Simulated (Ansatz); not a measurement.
BAs:
```
CELL_PARAMETERS angstrom
      6.53308     0.00000     0.00000
      0.00000     3.37897     0.00000
      0.00000     0.00000     5.62078
ATOMIC_POSITIONS crystal
  B  0.16022 0.25000 0.40080
  B  0.33978 0.75000 0.90080
  B  0.83978 0.75000 0.59920
  B  0.66022 0.25000 0.09920
  As 0.83644 0.25000 0.39130
  As 0.66356 0.75000 0.89130
  As 0.16356 0.75000 0.60870
  As 0.33644 0.25000 0.10870
```

Relaxed with LDA. Special points in fractions of this cell's reciprocal vectors: Γ (0.000, 0.000, 0.000); X (0.500, 0.000, 0.000); S (0.500, 0.500, 0.000); Y (0.000, 0.500, 0.000); Z (0.000, 0.000, 0.500); U (0.500, 0.000, 0.500); R (0.500, 0.500, 0.500); T (0.000, 0.500, 0.500).

Problem. List the band energies nearest the valence-band maximum at these points for LDA in the plane-wave PAW code Ansatz.

Solution. In eV from the valence-band maximum; about four levels below and three above (degenerate sets whole), none deeper than 8.9 eV; points with the same levels are listed once.

```csv
k,below,above
Γ,-1.11 -1.02 -0.85 0.00,1.06 1.41 1.50
X,-2.38 -2.38 -0.86 -0.86,1.05 1.05 2.32 2.32
S,-3.07 -3.07 -3.07 -3.07,2.51 2.51 2.51 2.51
Y,-4.08 -4.08 -2.86 -2.86,1.22 1.22 3.20 3.20
Z,-2.53 -2.53 -1.40 -1.40,1.16 1.16 2.01 2.01
U,-1.67 -1.67 -1.51 -1.51,0.38 0.38 2.75 2.75
R,-3.36 -3.36 -3.36 -3.36,2.40 2.40 2.40 2.40
T,-2.46 -2.46 -1.50 -1.50,1.84 1.84 2.88 2.88
```

Space group Pnma. The start of the workflow was typed in or built on a structure type; neither database checked (COD, Materials Project) lists it. It is not the phase usual at ambient conditions (space group No. 216). The LDA relaxation kept the symmetry of its start; whether a distortion lowers the energy is not shown. The volume moved by 23 % from the start of the relaxation. Its formation energy is positive at this level, so the cell may be metastable or incomplete. Spin–orbit coupling is left out wherever it is not named.

Potentials: the earlier of the program's two PAW sets. The files were generated under PBE; for other functionals the program regenerates the frozen cores, and for LDA and PBEsol the local potential too.
